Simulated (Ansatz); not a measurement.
Relaxed-ion elastic tensor of Ge in space group P6_3/mmc (No. 194; Ge on 4f) in GPa (Voigt order), PBEsol in the plane-wave PAW code Ansatz; density 5.29 g/cm³, 22.82 Å³ per atom.

```csv
,1,2,3,4,5,6
1,136,38.4,25.4,0.0,0.0,0.0
2,38.4,136,25.4,0.0,0.0,0.0
3,25.4,25.4,157,0.0,0.0,0.0
4,0.0,0.0,0.0,38.3,0.0,0.0
5,0.0,0.0,0.0,0.0,38.3,0.0
6,0.0,0.0,0.0,0.0,0.0,48.8
```

Question: Is the crystal mechanically stable?

Answer: Yes: the smallest eigenvalue of C is 38.3 GPa.

Question: Work out the Voigt, Reuss and Hill averages.

Answer: K_V = 67.5, K_R = 67.5, K_H = 67.5; G_V = 47.7, G_R = 46.0, G_H = 46.9 GPa.

Question: Give Young's modulus, Poisson's ratio, Pugh's ratio and the universal anisotropy index.

Answer: E = 9KG/(3K + G) = 114 GPa; ν = 0.22; K/G = 1.44 (brittle by the Pugh limit of 1.75); A_U = 5G_V/G_R + K_V/K_R − 6 = 0.19.

Question: Estimate the sound speeds and the Debye temperature.

Answer: v_l = √((K + 4G/3)/ρ) = 4960 m/s, v_t = √(G/ρ) = 2980 m/s, mean 3290 m/s; Θ = (h/k)(3n/4πV)^(1/3) v_m = 346 K.

Question: Solve the Christoffel equation for the three sound speeds along x, y, z.

Answer: Eigenvalues of C_ijkl n_j n_l equal ρv². In km/s, slowest first: x 2.69, 3.04, 5.07; y 2.69, 3.04, 5.07; z 2.69, 2.69, 5.45.

Question: How much does each axis shrink under pressure?

Answer: Linear compressibilities β_i = Σ_j S_ij (j = 1 to 3): x 5.0, y 5.0, z 4.7 per TPa.

The workflow started from a Materials Project entry (that database holds measured and hypothetical structures alike); the Crystallography Open Database copy checked does not list it. It is not the phase usual at ambient conditions (space group No. 227). The cell was relaxed with PBEsol under the symmetry of its start; whether a distortion lowers the energy is not shown. As this level gives no gap, shear constants depend on the k-mesh and smearing (Fermi–Dirac, 0.1 eV here).

Potentials: the earlier of the program's two PAW sets. The files were generated under PBE; for other functionals the program regenerates the frozen cores, and for LDA and PBEsol the local potential too.
